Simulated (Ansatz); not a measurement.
# Clamped-ion strain scan in Ir

Theory: DFT r2SCAN, scalar-relativistic, plane waves, PAW (Ansatz 0.2.0). The runs took a 500 eV cutoff, a Γ-centred 18×18×12 mesh and Gaussian smearing (0.15 eV). Spin–orbit coupling is left out, which can shift energies with elements as heavy as these. No spin polarisation. Energies are free energies at this smearing, counted from the undisturbed cell; pressure is positive in compression.

The starting cell (as given, not relaxed at this level; it stands at -8.8 GPa; this form isn't the usual structure):

```
CELL_PARAMETERS angstrom
2.75138 0.00000 0.00000
-1.37569 2.38276 0.00000
0.00000 0.00000 4.46229
ATOMIC_POSITIONS crystal
Ir 0.66667 0.33333 0.75000
Ir 0.33333 0.66667 0.25000
```

The cell is strained by ε times the Voigt pattern (0, 0, 0, 0, 0, 1) (xx, yy, zz, yz, xz, xy; engineering shear) with fractional coordinates fixed. The cell is metallic on the mesh throughout. At -9 GPa the given cell is far from its own equilibrium, so these figures belong to a strongly strained crystal.

```csv
ε,ΔE (meV/atom),"stress summed along the pattern (GPa, tension positive)",pressure (GPa)
-0.0200,3.5,-3.96,-8.7
-0.0100,0.9,-1.98,-8.8
0.0000,0.0,0.00,-8.8
0.0050,0.2,?,?
0.0150,2.0,2.97,-8.7
```

(1) Give the withheld values.

## Answers

(1) stress summed along the pattern (GPa, tension positive) at ε = 0.0050: 0.99; pressure (GPa) at ε = 0.0050: -8.8.